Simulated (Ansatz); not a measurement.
**CoSi2: a fit and a missing row**

CoSi2, Fm-3m, a = 5.312 Å. Ansatz: PBEsol, PAW, 420 eV, Γ-centred 14×14×14 mesh on 3 atoms, Gaussian smearing 0.10 eV; no spin polarisation. Symmetry fixes shape and atoms, so the cell is only scaled; pressure is positive in compression.

| V (Å³/atom) | P (GPa) |
| --- | --- |
| 10.995 | 32.92 |
| 11.370 | 22.57 |
| 11.745 | 13.78 |
| 12.119 | 6.32 |
| 12.494 | -0.02 |
| 12.869 | -5.40 |
| 13.244 | ? |
| 13.744 | -14.93 |

Q: Take V0 = 12.494 Å³/atom, count pressures from its P0 = -0.02 GPa, fit the third-order Birch–Murnaghan form to the other rows, and predict the missing pressure.

A: With the Eulerian strain f = ½[(V0/V)^(2/3) − 1] and y = (P − P0)/[3f(1 + 2f)^(5/2)], the form is the line y = B0 + 1.5 B0 (B0′ − 4) f. Rows (f, y): 0.04447, 199.5; 0.03243, 198.4; 0.02104, 197.2; 0.01026, 195.8; -0.00976, 193.0; -0.03080, 189.2. Means f = 0.01127, y = 195.52; Σ(Δf)² = 0.003859, ΣΔfΔy = 0.5281; the slope is their ratio. y = 194.0 + 136.9 f GPa, so B0 = 194.0 GPa and B0′ = 4 + 2 × (136.9)/(3 × 194.0) = 4.47. At V = 13.244, f = -0.01906, y = 191.39 and P = -9.95 GPa. The run gave -9.95 GPa, the same to the digits shown.